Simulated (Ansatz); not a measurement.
# Cr2B3: opening a crack plane

Cr2B3, Cmcm, a = 2.894 Å, b = 18.043 Å, c = 2.929 Å. The structure is a COD entry; whether it is the stable form wasn't checked. Ansatz: PBEsol, PAW, 420 eV, Γ-centred 13×13×3 mesh on 20 atoms, Gaussian smearing 0.15 eV; no spin polarisation. One cut on (0-10) per cell of 20 atoms is opened rigidly by x, between planes of Cr and Cr that stand 1.70 Å apart; y is the energy per area (8.476 Å², 1 eV/Å² = 16.02 J/m²).

| x (Å) | y (J/m²) |
| --- | --- |
| 0.00 | 0.000 |
| 0.25 | ? |
| 0.50 | 1.517 |
| 0.75 | 2.592 |
| 1.00 | 3.580 |
| 1.50 | 5.088 |
| 2.00 | 5.982 |
| 3.00 | 6.759 |
| 4.50 | 7.002 |
| 6.00 | 7.017 |

Task: Fit the universal binding curve y = W[1 − (1 + x/l) e^(−x/l)] to the other rows, give the peak stress, and predict the missing value.

Result: Least squares gives W = 7.01 J/m² and l = 0.584 Å. The stress dy/dx peaks at x = l with W/(e l) = 44.2 GPa, for rigid faces. At x = 0.25: x/l = 0.428, y = 0.485 J/m². The run gave 0.521 J/m², so the fit is 0.036 J/m² too low, a small miss on the scale of the series.

Spin polarisation was left out, and a magnetic state may lie lower.

Cost: 12 runs of about 25 core-minutes in all, on Arm Neoverse V1 (shared hosts).